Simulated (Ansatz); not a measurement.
## Calculated electric field gradients for NbAlP2SO12

The cell is a computed structure from the Materials Project (it need not be an observed phase), taken as it stands.

Space group Cc (No. 9); a = 14.9290, b = 8.5721, c = 8.8746 Å, β = 124.00°.

| site | Wyckoff | site symmetry | x | y | z |
| --- | --- | --- | --- | --- | --- |
| Al | 4a | 1 | 0.3921 | 0.2521 | 0.9328 |
| Nb | 4a | 1 | 0.6083 | 0.7591 | 0.0817 |
| P5 | 4a | 1 | 0.4852 | 0.9679 | 0.2443 |
| P6 | 4a | 1 | 0.8631 | 0.9052 | 0.2442 |
| S | 4a | 1 | 0.1449 | 0.8809 | 0.2469 |
| O11 | 4a | 1 | 0.4209 | 0.0723 | 0.0802 |
| O12 | 4a | 1 | 0.5491 | 0.3137 | 0.0855 |
| O13 | 4a | 1 | 0.8652 | 0.8719 | 0.0784 |
| O17 | 4a | 1 | 0.5679 | 0.9336 | 0.9179 |
| O18 | 4a | 1 | 0.4610 | 0.6768 | 0.9163 |
| O19 | 4a | 1 | 0.1431 | 0.1333 | 0.9119 |
| O23 | 4a | 1 | 0.4192 | 0.1348 | 0.7839 |
| O24 | 4a | 1 | 0.8623 | 0.9238 | 0.7819 |
| O25 | 4a | 1 | 0.2420 | 0.1884 | 0.7735 |
| O29 | 4a | 1 | 0.5664 | 0.8633 | 0.2253 |
| O30 | 4a | 1 | 0.1492 | 0.0548 | 0.2255 |
| O31 | 4a | 1 | 0.7603 | 0.8236 | 0.2197 |

One atom of each set is listed; the run and its k-mesh use a cell of 34 atoms with edges of 8.61, 8.61, 8.87 Å.

Level of theory: DFT, r2SCAN, plane waves and PAW, scalar-relativistic, 500 eV cutoff, Γ-centred 3×3×3 k-points, Fermi–Dirac smearing 0.02 eV (Ansatz 0.2.0).

V_zz is the principal component of the electric field gradient with the largest magnitude, η = (V_xx − V_yy)/V_zz and C_Q = eQV_zz/h.

²⁷Al: I = 5/2, Q = 146.6 mb; 93Nb: I = 9/2, Q = -320.0 mb; ³³S: I = 3/2, Q = -69.40 mb; O-17: I = 5/2, Q = -25.58 mb. Nuclear quadrupole moments: year-2017 set (Pyykkö).

```json
{"site": "Al", "atoms": "2", "first shell": "6 O at 1.86–2.01 Å", "V_xx, V_yy, V_zz (10²¹ V/m²)": "-1.00, -1.52, 2.52", "η": "0.21", "C_Q (MHz)": "8.94"}
{"site": "Nb", "atoms": "2", "first shell": "6 O at 1.93–2.14 Å", "V_xx, V_yy, V_zz (10²¹ V/m²)": "0.69, 6.45, -7.15", "η": "0.81", "C_Q (MHz)": "55.3"}
{"site": "P5", "atoms": "2", "first shell": "4 O at 1.50–1.59 Å", "V_xx, V_yy, V_zz (10²¹ V/m²)": "1.45, 3.31, -4.76", "η": "0.39", "C_Q (MHz)": "–"}
{"site": "P6", "atoms": "2", "first shell": "4 O at 1.51–1.59 Å", "V_xx, V_yy, V_zz (10²¹ V/m²)": "1.48, 2.79, -4.28", "η": "0.31", "C_Q (MHz)": "–"}
{"site": "S", "atoms": "2", "first shell": "4 O at 1.46–1.51 Å", "V_xx, V_yy, V_zz (10²¹ V/m²)": "0.82, 1.80, -2.62", "η": "0.38", "C_Q (MHz)": "4.39"}
{"site": "O11", "atoms": "2", "first shell": "1 P at 1.51 Å, 1 Al at 1.91 Å, angle 157°", "V_xx, V_yy, V_zz (10²¹ V/m²)": "-5.25, -5.91, 11.17", "η": "0.06", "C_Q (MHz)": "-6.91"}
{"site": "O12", "atoms": "2", "first shell": "1 S at 1.46 Å, 1 Al at 2.01 Å, angle 153°", "V_xx, V_yy, V_zz (10²¹ V/m²)": "-6.98, -8.09, 15.07", "η": "0.07", "C_Q (MHz)": "-9.32"}
{"site": "O13", "atoms": "2", "first shell": "1 P at 1.52 Å, 1 Al at 1.86 Å, angle 155°", "V_xx, V_yy, V_zz (10²¹ V/m²)": "-5.21, -6.02, 11.23", "η": "0.07", "C_Q (MHz)": "-6.94"}
{"site": "O17", "atoms": "2", "first shell": "1 P at 1.58 Å, 1 Nb at 1.93 Å, angle 153°", "V_xx, V_yy, V_zz (10²¹ V/m²)": "-4.42, -5.27, 9.69", "η": "0.09", "C_Q (MHz)": "-5.99"}
{"site": "O18", "atoms": "2", "first shell": "1 P at 1.57 Å, 1 Nb at 1.97 Å, angle 158°", "V_xx, V_yy, V_zz (10²¹ V/m²)": "-4.48, -5.32, 9.80", "η": "0.09", "C_Q (MHz)": "-6.06"}
{"site": "O19", "atoms": "2", "first shell": "1 S at 1.48 Å, 1 Nb at 2.14 Å, angle 152°", "V_xx, V_yy, V_zz (10²¹ V/m²)": "-6.73, -8.28, 15.02", "η": "0.10", "C_Q (MHz)": "-9.29"}
{"site": "O23", "atoms": "2", "first shell": "1 P at 1.50 Å, 1 Al at 1.88 Å, angle 155°", "V_xx, V_yy, V_zz (10²¹ V/m²)": "-5.32, -5.86, 11.18", "η": "0.05", "C_Q (MHz)": "-6.91"}
{"site": "O24", "atoms": "2", "first shell": "1 P at 1.51 Å, 1 Al at 1.87 Å, angle 154°", "V_xx, V_yy, V_zz (10²¹ V/m²)": "-5.13, -6.08, 11.21", "η": "0.09", "C_Q (MHz)": "-6.93"}
{"site": "O25", "atoms": "2", "first shell": "1 S at 1.46 Å, 1 Al at 1.94 Å, angle 150°", "V_xx, V_yy, V_zz (10²¹ V/m²)": "-6.96, -8.11, 15.07", "η": "0.08", "C_Q (MHz)": "-9.32"}
{"site": "O29", "atoms": "2", "first shell": "1 P at 1.59 Å, 1 Nb at 1.93 Å, angle 152°", "V_xx, V_yy, V_zz (10²¹ V/m²)": "-4.41, -5.21, 9.62", "η": "0.08", "C_Q (MHz)": "-5.95"}
{"site": "O30", "atoms": "2", "first shell": "1 S at 1.51 Å, 1 Nb at 2.05 Å, angle 155°", "V_xx, V_yy, V_zz (10²¹ V/m²)": "-6.73, -8.07, 14.80", "η": "0.09", "C_Q (MHz)": "-9.16"}
{"site": "O31", "atoms": "2", "first shell": "1 P at 1.59 Å, 1 Nb at 1.96 Å, angle 154°", "V_xx, V_yy, V_zz (10²¹ V/m²)": "-4.27, -5.25, 9.51", "η": "0.10", "C_Q (MHz)": "-5.88"}
```

At O11, O13, O17, O29 and O31 V_zz points along the shorter of its two bonds, to P (within 7°) in each case. At O12, O19, O25 and O30 V_zz points along the shorter of its two bonds, to S (within 4°) in each case. At O23 and O24 V_zz runs parallel to the line that joins its two neighbours (within 7°) in each case.

P has no stable isotope with a ground-state quadrupole moment in the table, so no C_Q is given.

At this cell the r2SCAN pressure is -6 GPa, so with r2SCAN the cell would shrink if it were relaxed. The entry's cell may itself be off. The largest force is 0.6 eV/Å, so the atoms aren't at the calculated equilibrium and relaxing them would move these values. Without spin–orbit coupling (the program notes it for Nb) the gradients are little affected as a rule: paired runs on crystals with a gap mostly move them by under 2 % at such atoms. With these PAW files V_zz is typically within 2 to 3 % of all-electron values, but misses above 10 % occur on Al.

Hardware: 1 thread of Arm Neoverse V2 (aarch64; 8 cores open to the job, memory cap 2.5 GiB, no GPU), a shared host with a load of 0.8 a core. Wall time 4.7 min, CPU time 4.7 min, peak memory 2 GiB.
